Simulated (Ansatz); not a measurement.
Sn (diamond)

```
CELL_PARAMETERS angstrom
      0.00000     3.28336     3.28336
      3.28336     0.00000     3.28336
      3.28336     3.28336     0.00000
ATOMIC_POSITIONS crystal
  Sn 0.25000 0.25000 0.25000
  Sn 0.00000 0.00000 0.00000
```

The slice is a {111} plane (indices of the conventional cell) through the point (0.250, 0.250, 0.250) (fractional), spanned by u = [100] and v = [-1 2 0] in vectors of this cell: u (4.64 Å) and v (8.04 Å, at 90° to u). It covers one period; positions are fractions (u, v).

All values below come from r2SCAN (plane waves to 500 eV, PAW, scalar-relativistic; Ansatz, a program for electronic structure). k mesh 12×12×12. Inside the PAW spheres the values are not all-electron values, and peaks at nuclei hang on which shells count as valence. Sn was relaxed with its symmetry unable to fall.

**Question.** Predict the map of the electron localisation function (ELF) on the slice.

**Answer.** 
```
|xxxx113355779988666666889977553311xx|
|001133446699997755555577999966443311|
|334444558899886644444466889988554444|
|444455779999775544444455779999775544|
|555566889988554444444444558899886655|
|555566777777554444444444557777776655|
|333344445566554444444444556655444433|
|111111224455665555555555665544221111|
|000000113355778888888888775533110000|
|000000113366889999999999886633110000|
|000000113366778877777788776633110000|
|000000224466555544444455556644220000|
|000011335555444433333344445555331100|
|111133555544443311001133444455553311|
|3333556666444411xxxxxx11444466665533|
|5555778866443300xxxxxx00334466887755|
|6666889977553311xxxxxx11335577998866|
|555577999966443311001133446699997755|
|444466889988554444334444558899886644|
|444455779999775544444455779999775544|
|444444558899886655555566889988554444|
|444444557777776655555566777777554444|
|444444556655444433333344445566554444|
|555555665544221111111111224455665555|
|888888775533110000000000113355778888|
|999999886633110000000000113366889999|
|777788776633110000000000113366778877|
|444455556644220000000000224466555544|
|333344445555331100000011335555444433|
|001133444455553311111133555544443311|
|xxxx114444666655333333556666444411xx|
|xxxx003344668877555555778866443300xx|
```
Scale: ten equal steps from 0.02 (start of '0') to 0.67 (end of '9'), in the order '0123456789'. Values: electron localisation function (ELF). The map has 18 points along u (two characters each, u = 0 at the left) and 32 along v (v = 0 in the bottom row). Points within 0.5 Å of a nucleus are blanked (x), as the pseudised field means little there.
